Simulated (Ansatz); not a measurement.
# What DFT gives for CaBe₂Ge₂

```xyz
10
Lattice="3.5944 -0.0526 0.0137 -0.0526 3.9688 -0.0188 0.0338 -0.0465 9.9587" Properties=species:S:1:pos:R:3 pbc="T T T"
Ge    0.8510    0.9918    3.7549
Ge    2.7840    2.8668    6.2302
Ca    0.8839    0.9913    7.3518
Ca    2.7175    2.9719    2.4555
Be    0.8606    0.9721    1.1128
Be    2.7277    2.9784    8.8361
Ge    2.6404    0.8387    0.0374
Ge    0.8006    2.7786    0.0547
Be    2.6729    0.9834    4.9703
Be    0.9086    2.9727    4.8799
```

Level: r2SCAN, no spin polarisation; 500 eV; 5×5×2 (shifted by 0, 0.5, 0 steps) mesh; fermi-dirac occupations (width 0.1 eV); Ansatz 0.2.0, fixed geometry.

Is the cell too large or too small?

The pressure is 16.0 GPa (compression positive), so with the atoms held at these fractions the cell would first expand; the forces are large, so a full relaxation may end otherwise. The principal stresses 8.0, 14.4, 25.5 GPa differ, so its shape would change too.

Which atom feels the largest force, and which way?

The largest is on Be5: 3.31 eV/Å, components (-0.04, -0.77, 3.22). It makes 120° with the line to a nearest neighbour, Ge7 at 2.08 Å.

Is there a gap?

It is a metal, with about 1.1 states/eV a cell as the mean within 0.25 eV of the Fermi level.

Is it stable against the elements?

-0.08 eV an atom against the elements' usual phases (free molecules for gases, crystals otherwise, with no correction for O₂ or N₂), so it is bound against them; other compounds may still compete. Relaxing would lower it.

How is the charge shared?

Bader charges in e: Ca +1.33, Be +1.38 to +1.46, Ge -2.61 to -1.61. In the mean Be gives up most and Ge takes most.

Origin: a strained cell with displaced atoms, so it need not be a known compound. Caveats: the k mesh is coarse if the cell is a metal; atoms or cell far from equilibrium.
